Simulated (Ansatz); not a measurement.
Data:

Sr3Ta2ZnO9:
```cif
data_O9Sr3Ta2Zn
_chemical_formula_sum 'Sr3 Ta2 Zn1 O9'
_space_group_name_H-M_alt 'P 1'
_space_group_IT_number 1
_cell_length_a 5.59181
_cell_length_b 5.59181
_cell_length_c 6.88971
_cell_angle_alpha 90.000
_cell_angle_beta 90.000
_cell_angle_gamma 120.000
loop_
_space_group_symop_operation_xyz
  'x, y, z'
loop_
_atom_site_label
_atom_site_type_symbol
_atom_site_fract_x
_atom_site_fract_y
_atom_site_fract_z
_atom_site_occupancy
Sr1 Sr 0.00000 0.00000 0.00000 1
Sr2 Sr 0.66667 0.33333 0.34091 1
Sr3 Sr 0.33333 0.66667 0.65909 1
Ta1 Ta 0.66667 0.33333 0.82253 1
Ta2 Ta 0.33333 0.66667 0.17747 1
Zn1 Zn 0.00000 0.00000 0.50000 1
O1 O 0.50000 0.00000 0.00000 1
O2 O 0.00000 0.50000 0.00000 1
O3 O 0.50000 0.50000 0.00000 1
O4 O 0.83130 0.66260 0.67269 1
O5 O 0.16870 0.33740 0.32731 1
O6 O 0.33740 0.16870 0.67269 1
O7 O 0.66260 0.83130 0.32731 1
O8 O 0.83130 0.16870 0.67269 1
O9 O 0.16870 0.83130 0.32731 1
```

This is the LDA-relaxed structure.

Q: All from DFT-LDA in the program Ansatz with PAW potentials, unless another level is named. Predict the hole effective mass.

A: 0.38, 1.7, 1.8 mₑ (principal values).

Q: Next, the smallest direct gap on the standard path?

A: 3.55 eV.

Q: What about the conduction-band minimum?

A: at Γ.

Q: What about the weight of the conduction-edge state by species (Voronoi cells)?

A: Ta 51 %, O 39 %, Sr 8 %, Zn 2 %.

Q: Predict the weight of the valence-edge state by species (Voronoi cells).

A: O 70 %, Zn 25 %, Ta 4 %.

Space group P-3m1. The workflow started from a Materials Project entry (that database holds measured and hypothetical structures alike); the Crystallography Open Database copy checked does not list it. With Ta and Zn taken as one species the cell has the higher symmetry Pm-3m, so it may be an ordered model of a mixed-site phase. Whether it is the stable phase at ambient conditions was not checked. The cell was relaxed with LDA under the symmetry of its start. At this level the phase is dynamically unstable (imaginary phonons). No spin polarisation was allowed. Scalar-relativistic: spin–orbit coupling is off unless named, which matters more the heavier the elements.

Potentials: the later of the program's two PAW sets.
